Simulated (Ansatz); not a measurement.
Si2W:
```yaml
crystal:
  lattice:
    - [4.57659, 0.00000, 0.00000]
    - [-2.28829, 3.96344, 0.00000]
    - [0.00000, 0.00000, 6.60374]
  atoms:
    - { symbol: Si, position: [0.83619, 0.67238, 0.50000] }
    - { symbol: Si, position: [0.16381, 0.83619, 0.83333] }
    - { symbol: Si, position: [0.32762, 0.16381, 0.16667] }
    - { symbol: Si, position: [0.16381, 0.32762, 0.50000] }
    - { symbol: Si, position: [0.83619, 0.16381, 0.83333] }
    - { symbol: Si, position: [0.67238, 0.83619, 0.16667] }
    - { symbol: W, position: [0.00000, 0.50000, 0.16667] }
    - { symbol: W, position: [0.50000, 0.00000, 0.50000] }
    - { symbol: W, position: [0.50000, 0.50000, 0.83333] }
```

Relaxed with PBEsol. Special points in fractions of this cell's reciprocal vectors: Γ (0.000, 0.000, 0.000); M (0.500, 0.000, 0.000); K (0.333, 0.333, 0.000); A (0.000, 0.000, 0.500); L (0.500, 0.000, 0.500); H (0.333, 0.333, 0.500).

List the band energies nearest the Fermi level at these points for the program Ansatz at the PBEsol level (PAW).

In eV from the Fermi level; about four levels below and three above (degenerate sets whole), none deeper than 8.9 eV; points with the same levels are listed once.

| k | below | above |
|---|---|---|
| Γ | -3.43 -3.43 -3.06 -2.62 -1.00 | 2.21 2.21 2.34 |
| M | -2.37 -1.72 -1.21 -0.69 | 0.00 0.79 0.92 |
| K | -2.82 -1.23 -1.23 -0.86 | 0.82 1.12 1.12 |
| A | -2.77 -2.77 -2.61 -0.78 -0.78 | 1.79 2.12 2.12 |
| L | -3.02 -2.16 -1.30 0.00 | 0.66 1.06 1.27 |
| H | -2.02 -2.02 -1.63 -1.63 -0.66 | 0.52 0.52 0.80 |

Space group P6_222. The workflow started from a Materials Project entry (that database holds measured and hypothetical structures alike); the Crystallography Open Database copy checked does not list it. It is not the phase usual at ambient conditions (space group No. 139). The PBEsol relaxation kept the symmetry of its start; of distortions, only those at the zone centre were tested. The run is not spin-polarised. The Fermi level of a semimetal is unsure by some 0.05 eV on such meshes. Spin–orbit coupling is left out wherever it is not named.

Potentials: the earlier of the program's two PAW sets.
